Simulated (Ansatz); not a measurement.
Does this entry for SnH16Cl4O8 lie near equilibrium?

The cell is a refined structure from the COD, atoms as given.

Space group C2/c (No. 15); a = 16.0224, b = 7.8530, c = 12.6766 Å, β = 119.74°.

```csv
site,Wyckoff,site symmetry,x,y,z
Sn,4e,2,0.5000,0.3662,0.2500
H3,8f,1,0.5300,0.6460,0.3760
H7,8f,1,0.4426,0.5860,0.3590
H11,8f,1,0.5850,0.9140,0.4140
H15,8f,1,0.6450,0.8260,0.3870
H19,8f,1,0.3370,0.6690,0.4200
H23,8f,1,0.7700,0.9050,0.3410
H27,8f,1,0.2910,0.2510,0.4040
H31,8f,1,0.8050,0.1900,0.2990
Cl35,8f,1,0.1702,0.8926,0.3766
Cl39,8f,1,0.5159,0.1623,0.1205
O43,8f,1,0.4929,0.5623,0.3586
O47,8f,1,0.8334,0.1224,0.3585
O51,8f,1,0.7492,0.8119,0.3494
O55,8f,1,0.6131,0.8211,0.4228
```

One atom of each set is listed; the run and its k-mesh use a cell of 58 atoms with edges of 8.92, 8.92, 12.68 Å.

All values are calculated (Ansatz; DFT, PBE, plane waves and PAW, scalar-relativistic, 420 eV cutoff, Γ-centred 3×3×2 k-points, Fermi–Dirac smearing 0.02 eV), not measured.

Problem. Do the atoms and the cell lie near the calculated equilibrium?

Solution. No. The largest force is 12 eV/Å, on atom 51 (O: 2 H at 0.83 Å, angle 114°; also 2 H at 1.89–1.95 Å), and the pressure is 24.8 GPa. Bonds to hydrogen as short as 0.83 Å are the usual result of locating hydrogen with X-rays, and they can account for much of this: hydrogen has to be relaxed before the gradients can be taken for those of the compound.
